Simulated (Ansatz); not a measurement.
### Question
Name crystals whose computed values (PBEsol (plane waves, PAW; program Ansatz)) fall in these windows: G_Hill (GPa) 17 to 21; ε∞ 1.7 to 2.2; HSE06 gap (eV) 6.8 to 9.4.

### Answer


```
crystal        G_Hill (GPa)    ε∞  HSE06 gap (eV)
-------------  ------------  ----  --------------
KF, rock salt          18.1  2.02            8.30
```
Others may fit too.

The cell was relaxed under the symmetry of its start.

Potentials: the later of the program's two PAW sets.
